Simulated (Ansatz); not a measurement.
A trial structure of HfH6 was built thus: random cell by space group and Wyckoff sites (P4/m, No. 83). Its size is a rough estimate.

```
CELL_PARAMETERS angstrom
3.80095 0.00000 0.00000
0.00000 3.80095 0.00000
0.00000 0.00000 3.87545
ATOMIC_POSITIONS crystal
Hf 0.00000 0.00000 0.00000
H 0.07582 0.72241 0.50000
H 0.92418 0.27759 0.50000
H 0.27759 0.07582 0.50000
H 0.72241 0.92418 0.50000
H 0.00000 0.50000 0.50000
H 0.50000 0.00000 0.50000
```

Method: DFT PBE, scalar-relativistic, plane waves, PAW (Ansatz 0.2.0). Cutoff 420 eV, Gaussian smearing, Γ-centred meshes. Cell and atoms relax first on a coarse mesh and then on a finer one. In between, the cell is made exact in the group found at 0.06 Å. In metals the finer mesh still leaves noise of several meV/atom or more. The steps can't lower the symmetry of their start. No spin polarisation.

A guess keeps its type if space group and coordination stay and the shape of the cell changes little (axis ratios within about 15 %, angles within 6°); the volume may change.

Question: Will the relaxed cell still be of the starting type?

Answer: It doesn't keep its type. The symmetry stays P4/m (No. 83). The volume per atom grows by 19.2 %, from 8.0 to 9.5 Å³. The shortest distance goes from 0.89 Å (H–H) to 1.04 Å (H–H). The ratio c/a of the conventional cell changes by a factor of 0.55. Counting neighbours within 15 % of an atom's shortest distance, the start has H 1/2, Hf 8 and the end H 1/2, Hf 8. In detail, at the end around Hf lie 8 H at 2.10 Å and 2 Hf at 2.77 Å; H on a site of symmetry m is surrounded by 1 H at 1.04 Å, 1 H at 2.08 Å and 2 Hf at 2.10 Å; H on a site of symmetry 2/m is surrounded by 2 H at 1.04 Å (long against covalent radii, as for large ions).

```cif
data_structure
_symmetry_space_group_name_H-M 'P4/m'
_symmetry_Int_Tables_number 83
_cell_length_a 4.9101
_cell_length_b 4.9101
_cell_length_c 2.7688
_cell_angle_alpha 90.000
_cell_angle_beta 90.000
_cell_angle_gamma 90.000
_cell_volume 66.75
loop_
_atom_site_label
_atom_site_type_symbol
_atom_site_symmetry_multiplicity
_atom_site_Wyckoff_symbol
_atom_site_fract_x
_atom_site_fract_y
_atom_site_fract_z
_atom_site_occupancy
Hf1 Hf 1 a 0.00000 0.00000 0.00000 1
H1 H 4 k 0.09065 0.69146 0.50000 1
H2 H 2 f 0.00000 0.50000 0.50000 1
```

The last run used an 8×8×14 mesh (in the run's order of axes) for its 7-atom cell and Gaussian smearing of 0.10 eV. Spin–orbit coupling, which can matter for Hf, is left out. A structure relaxed within its symmetry needn't be a true minimum.

In counts of neighbours, a slash parts the counts of unlike sites.
